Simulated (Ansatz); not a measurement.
**Property card for Sn2TeS**

Method: DFT PBE, scalar-relativistic, plane waves, PAW in Ansatz.

Plane waves to 420 eV, a k mesh through Γ of 12×12×4 on the computed 8-atom cell and Gaussian smearing (0.01 eV); no spin polarisation.

The structure is relaxed at this level of theory with its symmetry kept, and needn't be the ground state of this composition.

```cif
data_structure
_symmetry_space_group_name_H-M 'P6_3mc'
_symmetry_Int_Tables_number 186
_cell_length_a 4.2677
_cell_length_b 4.2677
_cell_length_c 15.4982
_cell_angle_alpha 90.000
_cell_angle_beta 90.000
_cell_angle_gamma 120.000
_cell_volume 244.46
loop_
_atom_site_label
_atom_site_type_symbol
_atom_site_symmetry_multiplicity
_atom_site_Wyckoff_symbol
_atom_site_fract_x
_atom_site_fract_y
_atom_site_fract_z
_atom_site_occupancy
Sn1 Sn 2 b 0.33333 0.66667 0.61984 1
Sn2 Sn 2 b 0.66667 0.33333 0.35217 1
Te1 Te 2 a 0.00000 0.00000 0.00807 1
S1 S 2 b 0.33333 0.66667 0.26993 1
```

**Question.** Formation energy from the elements' standard states (uncorrected)?

**Answer.** -0.304 eV/atom.

**Question.** Kohn–Sham band gap?

**Answer.** 0.08 eV, indirect from (-0.096, 0.047, 0.000) to M.

**Question.** Orbital (Löwdin) character of the top 1 eV of the valence band?

**Answer.** S 3p 34 %, Te 5p 25 %, Sn 5s 23 %, Sn 5p 16 %.

**Question.** Orbital (Löwdin) character of the lowest 1 eV of the conduction band?

**Answer.** Sn 5p 69 %, Te 5p 8 %.

**Question.** Electron masses at the edge by direction of the standard setting (m_e; one valley, along these axes only; no spin-orbit coupling)?

**Answer.** x: 0.12; y: 0.97; z: 0.12.

**Question.** Hole masses at the edge by direction of the standard setting (m_e; one valley, along these axes only; no spin-orbit coupling)?

**Answer.** x: 0.13; y: 2.3; z: 0.32.

**Question.** Bulk modulus?

**Answer.** 25 GPa.

**Question.** Its pressure derivative?

**Answer.** 7.6.

**Question.** Bader charge by site (e)?

**Answer.** Sn (2 in the cell) 0.68, Sn (2 in the cell) 0.90, Te (2 in the cell) -0.63, S (2 in the cell) -0.95.

Spin-orbit coupling is left out, which matters for the bands of heavy elements.

The cell was found from a structure generator's guess, not taken from experiment. Kohn–Sham gaps at this level usually fall short of measured ones. Löwdin shares on free-atom orbitals overweight diffuse shells in the empty bands.
